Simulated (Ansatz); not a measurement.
Trial structure of TlGa, not yet relaxed:

```xyz
2
Lattice="3.6521 0.0000 0.0000 -1.8261 3.1628 0.0000 0.0000 0.0000 5.8683" Properties=species:S:1:pos:R:3 pbc="T T T"
Tl    0.0000    2.1086    2.9341
Ga    0.0000    0.0000    0.0000
```

These are results of DFT PBE, scalar-relativistic, plane waves, PAW (Ansatz), not measurements. Plane waves to 420 eV, a k mesh through Γ of 6×6×4 on the computed 2-atom cell and Gaussian smearing (0.10 eV); no spin polarisation.

Formation energies are uncorrected and refer to the elements' standard structures at the same level.

Problem. What does a single point on this coarse mesh give?

Solution. The pressure is -4.7 GPa (the mean over three directions, positive in compression), the largest force is 0.00 eV/Å (symmetry fixes the atoms), and the energy is +0.29 eV/atom against the elements. The shortest distance is 3.61 Å.

Problem. Is it a good guess?

Solution. A fair one: relaxing gains about 0.16 eV/atom (the start's value is from the coarse mesh, so the gain is rough) in 12 ionic steps and ends at +0.13 eV/atom on the finer mesh. The symmetry stays P-6m2 (No. 187). The volume per atom shrinks by 23.4 %, from 33.9 to 26.0 Å³. The shortest distance goes from 3.61 Å (Tl–Ga) to 3.27 Å (Tl–Ga). Conventional cell: a = 3.383 Å, c = 5.241 Å. Tl is surrounded by 6 Ga at 3.27 Å and 6 Tl at 3.38 Å; Ga is surrounded by 6 Tl at 3.27 Å and 6 Ga at 3.38 Å.

The last run used an 18×18×10 mesh (in the run's order of axes) for its 2-atom cell and Gaussian smearing of 0.10 eV. These runs have no spin–orbit coupling, which can matter for Tl. The relaxation can't lower the symmetry of the start, and the grade says only how near the guess is to its own end. Symmetry constrained the relaxation, so the result can be a saddle point.
